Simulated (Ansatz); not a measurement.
All numbers below come from DFT PBE, scalar-relativistic, plane waves, PAW in Ansatz. Settings: cutoff 420 eV, Γ-centred meshes spaced at most about 0.3 Å⁻¹, and about 0.25 Å⁻¹ or finer for metals (2π included), Gaussian smearing. No spin polarisation in the final relaxations.

These are static total energies at zero pressure. All come from trial cells, and lower structures may exist.

**Question.** Order these relaxed structures of K2F by energy, lowest first, with the energy over the lowest of them.
1.

```
CELL_PARAMETERS angstrom
5.24008 0.00000 0.00000
0.00000 5.24008 0.00000
0.00000 0.00000 4.51548
ATOMIC_POSITIONS crystal
K 0.50000 0.00000 0.50000
K 0.00000 0.50000 0.50000
F 0.00000 0.00000 0.50000
```

2.

```
CELL_PARAMETERS angstrom
0.00000 3.60851 3.60851
3.60851 0.00000 3.60851
3.60851 3.60851 0.00000
ATOMIC_POSITIONS crystal
K 0.25000 0.25000 0.25000
K 0.75000 0.75000 0.75000
F 0.50000 0.50000 0.50000
```

**Answer.** 1 (0 meV/atom), 2 (181 meV/atom). Forms: 1 P4/mmm; 2 anti-fluorite type, Fm-3m. Counting F atoms around K (those within 1.25 times the shortest such distance or 1.15 times the sum of covalent radii; the shortest distance is added where it is long for a bond): cell 1 has K 2; cell 2 has K 4 from 3.1 Å.

In P4/mmm, Fm-3m an odd number of electrons in the primitive cell allows no gap without spin; a larger cell or a magnetic state could open one. Cells relaxed within their symmetry can be saddle points. Some types were kept out of the candidates beforehand, so the set may lack a known form.
